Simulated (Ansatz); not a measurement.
Relaxed-ion elastic tensor of Fe (bcc (W type), Im-3m) in GPa (Voigt order), PBEsol in the plane-wave PAW code Ansatz; density 8.58 g/cm³, 10.81 Å³ per atom.

```
     1    2    3    4    5    6
-  ---  ---  ---  ---  ---  ---
1  325  176  176  0.0  0.0  0.0
2  176  325  176  0.0  0.0  0.0
3  176  176  325  0.0  0.0  0.0
4  0.0  0.0  0.0  137  0.0  0.0
5  0.0  0.0  0.0  0.0  137  0.0
6  0.0  0.0  0.0  0.0  0.0  137
```

Question: Is the crystal mechanically stable?

Answer: Yes: the smallest eigenvalue of C is 137 GPa.

Question: Work out the Voigt, Reuss and Hill averages.

Answer: K_V = 226, K_R = 226, K_H = 226; G_V = 112, G_R = 102, G_H = 107 GPa.

Question: Give Young's modulus, Poisson's ratio, Pugh's ratio and the universal anisotropy index.

Answer: E = 9KG/(3K + G) = 278 GPa; ν = 0.30; K/G = 2.11 (ductile by the Pugh limit of 1.75); A_U = 5G_V/G_R + K_V/K_R − 6 = 0.46.

Question: Estimate the sound speeds and the Debye temperature.

Answer: v_l = √((K + 4G/3)/ρ) = 6560 m/s, v_t = √(G/ρ) = 3530 m/s, mean 3950 m/s; Θ = (h/k)(3n/4πV)^(1/3) v_m = 531 K.

Question: Give the Zener ratio and Young's modulus along [100], [110] and [111].

Answer: A = 2C44/(C11 − C12) = 1.84; 1/E = S11 − 2(S11 − S12 − S44/2)Γ with Γ = 0, 1/4, 1/3 gives 201, 291, 342 GPa.

Symmetry was held in the PBEsol relaxation. Spin order of the final state: ferromagnetic, chosen from 3 collinear starts compared on coarse meshes (ties went to the first, and starts can fall back to one state), not a proven ground state. Textbook magnetic order: ferromagnetic. As this level gives no gap, shear constants depend on the k-mesh and smearing (Fermi–Dirac, 0.1 eV here). On the denser mesh and wider smearing of the elastic run this cell carries a stress of 0.4 GPa.

Potentials: the later of the program's two PAW sets.
